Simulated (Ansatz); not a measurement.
NbCuN2:
```
CELL_PARAMETERS angstrom
      1.56068     0.90106     5.76670
     -1.56068     0.90106     5.76670
      0.00000    -1.80212     5.76670
ATOMIC_POSITIONS crystal
  Nb 0.50000 0.50000 0.50000
  Cu 0.00000 0.00000 0.00000
  N  0.10530 0.10530 0.10530
  N  0.89470 0.89470 0.89470
```

Relaxed with PBEsol.

Problem. Give the optical modes at the zone centre with their infrared activity from DFPT, PBEsol (plane waves, PAW; program Ansatz).

Solution. Transverse frequencies, without the LO–TO term; a row sums one degenerate level.

```csv
ω (cm⁻¹),degeneracy,IR ((D/Å)²/amu),activity,symmetry
65,2,16.45,IR,Eu
174,2,197.10,IR,Eu
250,1,8.80,IR,A2u
486,2,0.00,IR-inactive,Eg
650,1,16.72,IR,A2u
774,1,0.00,IR-inactive,A1g
```

Problem. How high does the top mode go among those that the LO–TO term moves?

Solution. 491 cm⁻¹ for q along x, 491 cm⁻¹ for q along y, 684 cm⁻¹ for q along z.

Space group R-3m. The start of the workflow was typed in or built on a structure type; neither database checked (COD, Materials Project) lists it. Whether it is the stable phase at ambient conditions was not checked. The cell was relaxed with PBEsol under the symmetry of its start; its stability against distortions is not shown here. The workflow began spin-polarised and lost its moments.

Potentials: the earlier of the program's two PAW sets. The files were generated under PBE; for other functionals the program regenerates the frozen cores, and for LDA and PBEsol the local potential too.
